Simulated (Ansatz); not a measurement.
6 guesses for SnTe3 and where they end

The calculation used Ansatz, DFT PBE, scalar-relativistic, plane waves, PAW. Settings: cutoff 420 eV, Γ-centred meshes spaced at most about 0.3 Å⁻¹, and about 0.25 Å⁻¹ or finer for metals (2π included), Gaussian smearing. No spin polarisation in the final relaxations.

Each guess was relaxed in cell and atoms at zero pressure, within the symmetry of its start. Temperature and zero-point effects are left out. Coordination counts Te atoms around Sn (those within 1.25 times the shortest such distance or 1.15 times the sum of covalent radii; a plus sign parts nearer from farther groups; the shortest distance is added where it is long for a bond).

```
guess    made from  start group  V start (Å³/atom)                 end group  V end (Å³/atom)  coordination at the end  gap on mesh (eV)  E over the lowest end (meV/atom)
    1   Na3Hg type     P6_3/mmc               42.1  P6_3/mmc (Ni3Sn (D0_19))             29.6         Sn 12 from 3.4 Å                 0                               293
    2  random cell        Fm-3m               35.8       Fm-3m (BiF3 (D0_3))             28.8        Sn 8+6 from 3.3 Å                 0                               258
    3    SmY3 type        Pm-3m               43.9      Pm-3m (Cu3Au (L1_2))             29.2         Sn 12 from 3.5 Å                 0                               349
    4   SiMo3 type        Pm-3n               27.8               Pm-3n (A15)             29.7         Sn 12 from 3.5 Å                 0                               315
    5   Sb3Au type        Im-3m               33.5                     Im-3m             33.0                     Sn 6                 0                                 0
    6  random cell        Fd-3m               34.1                         ?                ?                        ?                 ?                                 ?
```

Guess 6 as it starts:

```
Sn Te
1.0
     0.00000    5.14598    5.14598
     5.14598    0.00000    5.14598
     5.14598    5.14598    0.00000
Sn Te
2 6
Cartesian
  0.0000 0.0000 0.0000
  2.5730 2.5730 2.5730
  1.2865 1.2865 1.2865
  3.8595 3.8595 1.2865
  3.8595 1.2865 3.8595
  1.2865 3.8595 3.8595
  7.7190 7.7190 7.7190
  5.1460 5.1460 5.1460
```

Problem. Predict the end of this guess and its energy over the lowest end.

Solution. It ends in space group Fd-3m (No. 227), with a = 12.908 Å, 67.2 Å³/atom and no gap. It lies 1.10 eV/atom over the lowest end, above guess 3 and so the highest of the set. Counting Te atoms around Sn, this end has Sn 4 and the lowest (guess 5) has Sn 6.

```yaml
crystal:
  lattice:
    - [0.00000, 6.45424, 6.45424]
    - [6.45424, 0.00000, 6.45424]
    - [6.45424, 6.45424, 0.00000]
  atoms:
    - { symbol: Sn, position: [0.00000, 0.00000, 0.00000] }
    - { symbol: Sn, position: [0.25000, 0.25000, 0.25000] }
    - { symbol: Te, position: [0.12500, 0.12500, 0.12500] }
    - { symbol: Te, position: [0.12500, 0.12500, 0.62500] }
    - { symbol: Te, position: [0.12500, 0.62500, 0.12500] }
    - { symbol: Te, position: [0.62500, 0.12500, 0.12500] }
    - { symbol: Te, position: [0.75000, 0.75000, 0.75000] }
    - { symbol: Te, position: [0.50000, 0.50000, 0.50000] }
```

Formation energies are uncorrected and refer to the elements' standard structures at the same level. The references include grey tin.

Problem. Is the lowest end bound against the elements?

Solution. Yes: its formation energy is −0.10 eV/atom. Whether it is stable depends on the other phases of the system, which aren't compared here.

Spin–orbit coupling, which can matter for Te, is left out. A magnetic state wasn't ruled out in cells without spin, among them Pm-3n, Fd-3m. The reference form of Te is held partly by dispersion forces, which this level lacks. Cells relaxed within their symmetry can be saddle points. A lower structure may well exist outside this small set. Some structure types and database cells were kept out of the candidates from the start, so a known form may be missing.
